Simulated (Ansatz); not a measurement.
**Notes on LaTiO₃**

```
Ti O La
1.0
     4.05236    0.00000    0.00000
     0.00000    4.05236    0.00000
     0.00000    0.00000    4.05236
Ti O La
1 3 1
Cartesian
  0.0000 0.0000 0.0000
  2.0262 0.0000 0.0000
  0.0000 2.0262 0.0000
  0.0000 0.0000 2.0262
  2.0262 2.0262 2.0262
```

Level: r2SCAN, with U_eff = 5.61 eV on Ti d (all-electron-ortho-atomic projectors), collinear spin; 500 eV; 6×6×6 Γ-centred mesh; fermi-dirac occupations (width 0.0143 eV); Ansatz 0.2.0, fixed geometry.

Magnetic state (reached from a saved solution, and it need not be the lowest): Ti1 up.

Task: Metal or insulator? Give the gap.

Result: The gap is 1.02 eV, indirect or between spins (the least direct gap found is 1.49 eV). A semilocal functional usually gives too small a gap.

Task: Describe some of the short contacts.

Result: Ti–O at 2.03 Å: least valence density 0.55 e/Å³ and ELF 0.15 there. La–O at 2.87 Å: least valence density 0.16 e/Å³ and ELF 0.08 there. These are pseudo-fields; inside the PAW spheres they differ from the all-electron ones.

Task: Give the spin moments.

Result: Ti1 +0.89 μB of spin moment in Bader basins; net size 1.00 μB a cell.

Task: Are the atoms at rest?

Result: The forces vanish by the symmetry of the sites.

Task: What does the stress say?

Result: The pressure is -5.9 GPa (compression positive), so with the atoms held at these fractions the cell would first shrink. The principal stresses -10.8, -4.6, -2.3 GPa differ, so its shape would change too.

Task: Give the Bader charges.

Result: Bader charges in e: La +2.16, Ti +2.16, O -1.44. In the mean La gives up most and O takes most.

Task: What is the character of the valence top and the conduction bottom?

Result: Within 0.7 eV of the edges, the states project mainly on Ti d (57 %) and O p (33 %) below the gap and on La f (95 %) above it.

Origin: a known structure type with other elements, at an estimated volume, so it need not be a known compound.
